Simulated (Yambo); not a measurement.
BaHI (space group P4/nmm, No. 129), G0W0@PBEsol in Yambo with this input:

```
rim_cut
gw0
dyson
el_el_corr
HF_and_locXC
ppa
em1d
RandQpts= 1000000
RandGvec= 1 Ry
EXXRLvcs= 72 Ry
VXCRLvcs= 288 Ry
Chimod= "HARTREE"
% BndsRnXp
 1 | 358 |
%
NGsBlkXp= 6 Ry
% LongDrXp
 1.0 | 1.0 | 1.0 |
%
PPAPntXp= 27.2114 eV
% GbndRnge
 1 | 358 |
%
GTermKind= "BG"
DysSolver= "n"
ExtendOut
```

On a 2×2×2 mesh, with wavefunctions cut at 72 Ry, the gap (Z → Z) is 3.963 eV and the valence edge shifts by -0.911 eV.

Task: What happens with this change: 132 bands in G?

Result: The gap falls by 0.057 eV, to 3.906 eV; the shift of the valence edge becomes -0.711 eV. Neither run is shown to be the converged limit.

Spin-orbit coupling is included.

Geometry of the Materials Project entry, not relaxed at this level; primitive cell a = 4.7758 Å, b = 4.7758 Å, c = 7.8002 Å, α = 90.00°, β = 90.00°, γ = 90.00°.

A shift is the quasiparticle energy of the state minus its PBEsol energy.
